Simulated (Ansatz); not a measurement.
An elastic tensor (GPa, Voigt order, standard axes) from PBEsol (plane waves, PAW; program Ansatz):

```
 293  89.8  89.8   0.0   0.0   0.0
89.8   293  89.8   0.0   0.0   0.0
89.8  89.8   293   0.0   0.0   0.0
 0.0   0.0   0.0   145   0.0   0.0
 0.0   0.0   0.0   0.0   145   0.0
 0.0   0.0   0.0   0.0   0.0   145
```

Question: Which of these materials gives this?
A) Sc3InB, anti-perovskite
B) MgO, rock salt
C) AgCl, rock salt

Answer: B, MgO, rock salt

Space group Fm-3m (rock salt). The PBEsol relaxation kept the symmetry of its start; phonons on a q-mesh show no instability.

Potentials: the later of the program's two PAW sets.
